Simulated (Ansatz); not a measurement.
**KTaO3 (Pm-3m), tetragonal deformation path**

Method: DFT r2SCAN, scalar-relativistic, plane waves, PAW in Ansatz. Cutoff 500 eV, Γ-centred 6×6×6 k-points, Gaussian smearing of 0.05 eV. Spin–orbit coupling is left out, which matters for the heavy elements here. No spin polarisation. Energies are free energies at this smearing, counted from the undisturbed cell; pressure is positive in compression.

The starting cell (as given, not relaxed at this level; it stands at 0.3 GPa):

```xyz
5
Lattice="3.9883 0.0000 0.0000 0.0000 3.9883 0.0000 0.0000 0.0000 3.9883" Properties=species:S:1:pos:R:3 pbc="T T T"
K     1.9942    1.9942    1.9942
Ta    0.0000    0.0000    0.0000
O     1.9942    0.0000    0.0000
O     0.0000    1.9942    0.0000
O     0.0000    0.0000    1.9942
```

At fixed volume and fractional coordinates, lengths along (0.000, 0.000, 1.000) are scaled against those across it; ρ is that ratio over its starting value.

```csv
ρ,ΔE (meV/atom)
0.650,3197.6
0.707,1857.1
0.780,832.3
0.850,317.7
0.920,76.1
0.960,17.4
1.000,0.0
1.050,23.0
1.100,84.9
1.200,296.9
1.300,599.9
1.414,1036.2
1.500,1422.3
```

Predict the gap on the mesh (eV) at each point.

```
    ρ  gap on the mesh (eV)
0.650                  0.00
0.707                  0.91
0.780                  2.03
0.850                  2.26
0.920                  2.45
0.960                  2.54
1.000                  2.63
1.050                  2.56
1.100                  2.47
1.200                  2.21
1.300                  1.87
1.414                  1.43
1.500                  1.03
```
Where the gap reads zero the k-mesh, chosen for the insulator, is on the coarse side.

Symmetry holds off the tilts and polar distortions that many cubic perovskites undergo.